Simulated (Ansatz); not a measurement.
Two states of CrBi₂BrO₄

```
Cr Bi O Br
1.0
     3.74494    0.00000    0.00000
     0.00000    3.74494    0.00000
     0.00000    0.00000    8.79049
Cr Bi O Br
1 2 4 1
Direct
  0.00000 0.00000 0.00000
  0.50000 0.50000 0.72420
  0.50000 0.50000 0.27580
  0.50000 0.00000 0.83900
  0.00000 0.50000 0.83900
  0.50000 0.00000 0.16100
  0.00000 0.50000 0.16100
  0.00000 0.00000 0.50000
```

Single point in Ansatz 0.2.0 with r2SCAN. Cutoff 500 eV, PAW datasets, 5×5×2 (shifted by 0.5, 0.5, 0 steps) k mesh, fermi-dirac filling (width 0.0134 eV).

State A: Cr1 along (0.00, 0.00, 1.00) (spinors with spin-orbit coupling). State B: Cr1 along (-0.69, -0.15, 0.71) (spinors with spin-orbit coupling).

Q: Compare the two self-consistent states.

A: State B is lower by 7.9 meV an atom at zero smearing. So small a gap isn't resolved on this mesh where a state is a metal.

```json
{"state": "A", "free energy (meV/atom)": "7.8", "largest moment in a small sphere (μB)": "2.99", "net moment (μB/cell)": "2.99", "gap on mesh (eV)": "metal", "pressure (GPa)": "6.2", "largest force (eV/Å)": "2.83"}
{"state": "B", "free energy (meV/atom)": "0.0", "largest moment in a small sphere (μB)": "2.87", "net moment (μB/cell)": "3.00", "gap on mesh (eV)": "0.14 (under the smearing)", "pressure (GPa)": "5.9", "largest force (eV/Å)": "2.99"}
```

Origin: a known structure type with other elements, at an estimated volume, so it need not be a known compound. Caveats: semilocal functionals often miss the gap of such magnets; the k mesh is coarse if the cell is a metal; atoms or cell far from equilibrium.
